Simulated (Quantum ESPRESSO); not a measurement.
**Band energies of RuS₂**

```
CELL_PARAMETERS angstrom
      5.63061     0.00000     0.00000
      0.00000     5.63061     0.00000
      0.00000     0.00000     5.63061
ATOMIC_POSITIONS crystal
  S  0.38820 0.11180 0.88820
  S  0.61180 0.88820 0.11180
  S  0.11180 0.88820 0.38820
  S  0.88820 0.11180 0.61180
  S  0.88820 0.38820 0.11180
  S  0.11180 0.61180 0.88820
  S  0.61180 0.61180 0.61180
  S  0.38820 0.38820 0.38820
  Ru 0.00000 0.50000 0.50000
  Ru 0.50000 0.50000 0.00000
  Ru 0.50000 0.00000 0.50000
  Ru 0.00000 0.00000 0.00000
```

PBEsol (pw.x of Quantum ESPRESSO, ONCV potentials, without SOC); path ΓXMΓRX,MR; energies in eV from the valence-band maximum.

```csv
k (1/Å),point,band 52,band 53,band 54,band 55,band 56,band 57,band 58,band 59
0.00,Γ,-0.63,-0.52,-0.52,-0.52,-0.20,0.71,2.55,2.55
0.28,,-0.57,-0.55,-0.43,-0.25,-0.14,1.35,2.16,2.42
0.56,X,-0.44,-0.28,-0.28,0.00,0.00,2.02,2.02,2.30
0.74,,-0.53,-0.26,-0.26,-0.03,-0.03,2.01,2.01,2.35
0.93,,-0.58,-0.17,-0.17,-0.09,-0.09,2.14,2.14,2.31
1.12,M,-0.55,-0.07,-0.07,-0.07,-0.07,2.41,2.41,2.41
1.31,,-0.41,-0.34,-0.27,-0.09,-0.06,2.03,2.17,2.45
1.51,,-0.60,-0.34,-0.34,-0.25,-0.10,1.67,2.05,2.45
1.71,,-0.58,-0.53,-0.49,-0.47,-0.16,1.06,2.33,2.42
1.91,Γ,-0.63,-0.52,-0.52,-0.52,-0.20,0.71,2.55,2.55
2.07,,-0.61,-0.52,-0.52,-0.50,-0.17,0.95,2.42,2.42
2.23,,-0.59,-0.45,-0.45,-0.37,-0.11,1.45,2.28,2.28
2.39,,-0.53,-0.34,-0.28,-0.28,-0.09,1.79,2.34,2.34
2.55,,-0.67,-0.56,-0.25,-0.25,-0.19,1.95,2.54,2.65
2.71,,-1.05,-0.67,-0.49,-0.49,-0.47,2.11,2.31,2.34
2.87,R,-1.53,-0.66,-0.66,-0.66,-0.66,2.19,2.19,2.19
3.03,,-1.05,-0.60,-0.60,-0.47,-0.47,2.19,2.19,2.35
3.19,,-0.74,-0.45,-0.45,-0.15,-0.15,2.17,2.17,2.69
3.34,,-0.67,-0.31,-0.31,-0.08,-0.08,2.05,2.05,2.66
3.50,,-0.51,-0.28,-0.28,-0.04,-0.04,1.99,1.99,2.47
3.66,X,-0.44,-0.28,-0.28,0.00,0.00,2.02,2.02,2.30
3.66,M,-0.55,-0.07,-0.07,-0.07,-0.07,2.41,2.41,2.41
3.85,,-0.68,-0.20,-0.20,-0.20,-0.20,2.43,2.43,2.43
4.03,,-1.06,-0.49,-0.49,-0.49,-0.49,2.30,2.30,2.30
4.22,R,-1.53,-0.66,-0.66,-0.66,-0.66,2.19,2.19,2.19
```

The PBEsol gap is indirect, 0.71 eV, from X to Γ; the smallest direct gap is 0.91 eV.

Spin-orbit splittings are left out.

Geometry of the Materials Project entry, not relaxed at this level.
